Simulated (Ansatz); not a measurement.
Ge:
```
CELL_PARAMETERS angstrom
      2.83171     0.00000     0.00000
     -1.41585     2.45233     0.00000
      0.00000     0.00000     2.64742
ATOMIC_POSITIONS crystal
  Ge 0.00000 0.00000 0.50000
```

Relaxed with PBEsol. Special points in fractions of this cell's reciprocal vectors: Γ (0.000, 0.000, 0.000); M (0.500, 0.000, 0.000); K (0.333, 0.333, 0.000); A (0.000, 0.000, 0.500); L (0.500, 0.000, 0.500); H (0.333, 0.333, 0.500).

List the band energies nearest the Fermi level at these points for PBEsol (plane waves, PAW; program Ansatz).

In eV from the Fermi level; about four levels below and three above (degenerate sets whole), none deeper than 8.9 eV; … stands for higher levels left out; points with the same levels are listed once.

```csv
k,below,above
Γ,–,6.82 8.43 8.43
M,-8.31 -5.87,4.12 8.09 …
K,-7.14 -3.68 -3.68,11.65 …
A,-6.20,11.51 11.51 …
L,-3.86 -2.60 -2.04,3.24 …
H,-2.48 -1.18 -0.40 -0.40,…
```

Space group P6/mmm. The first step of the workflow began from a Materials Project structure, measured or hypothetical; the Crystallography Open Database copy checked does not list it. It is not the phase usual at ambient conditions (space group No. 227). Symmetry was held in the PBEsol relaxation; its stability against distortions is not shown here. Scalar-relativistic: spin–orbit coupling is off unless named, which matters more the heavier the elements.

Potentials: the later of the program's two PAW sets.
